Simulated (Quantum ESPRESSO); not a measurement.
## Band energies of La$_{2}$GeI$_{2}$ monolayer

```
CELL_PARAMETERS angstrom
      4.43440     0.00000     0.00000
     -2.21720     3.84030     0.00000
      0.00000     0.00000    23.90000
ATOMIC_POSITIONS crystal
  Ge 0.00000 0.00000 0.00000
  I  0.66667 0.33333 0.84615
  I  0.33333 0.66667 0.15385
  La 0.33333 0.66667 0.93037
  La 0.66667 0.33333 0.06963
```

PBEsol (pw.x of Quantum ESPRESSO, ONCV potentials, without SOC); path ΓMKΓ; energies in eV from the valence-band maximum.

```
k (1/Å)  point  band 21  band 22  band 23  band 24  band 25  band 26  band 27  band 28
-------  -----  -------  -------  -------  -------  -------  -------  -------  -------
0.00         Γ    -2.32    -2.32    -0.73    -0.01    -0.01     1.71     1.73     1.73
0.20              -2.43    -2.36    -0.65    -0.30    -0.06     1.34     1.77     1.86
0.41              -2.49    -2.45    -0.61    -0.58    -0.08     0.84     1.87     2.09
0.61              -2.59    -2.54    -0.83    -0.43    -0.03     0.47     1.96     2.11
0.82         M    -2.64    -2.57    -0.97    -0.28     0.00     0.33     1.97     2.14
1.05              -2.85    -2.74    -0.91    -0.48    -0.30     1.03     2.07     2.12
1.29         K    -2.81    -2.81    -0.76    -0.76    -0.32     1.80     1.89     1.89
1.45              -2.84    -2.83    -0.85    -0.62    -0.34     1.61     1.65     2.18
1.61              -2.78    -2.74    -0.81    -0.51    -0.39     1.43     1.48     2.20
1.76              -2.59    -2.53    -0.67    -0.55    -0.30     1.29     1.45     2.24
1.92              -2.46    -2.40    -0.61    -0.47    -0.17     1.31     1.52     2.11
2.08              -2.41    -2.35    -0.67    -0.20    -0.05     1.50     1.65     1.87
2.23         Γ    -2.32    -2.32    -0.73    -0.01    -0.01     1.71     1.73     1.73
```

The PBEsol gap is direct, 0.33 eV at M. Another valence extremum on the path lies within 0.02 eV, too close to call. The valence-band maximum lies 4.81 eV below the vacuum level.

Spin-orbit coupling is left out, which matters for elements this heavy: edges can move by tenths of an eV. The 4f states are in the valence at their DFT position. So small a PBEsol gap in heavy elements may be inverted, where one-shot corrections to single bands mislead.

Geometry relaxed with PBEsol.

This is a model layer cut from the bulk structure; whether it is stable on its own was not checked.
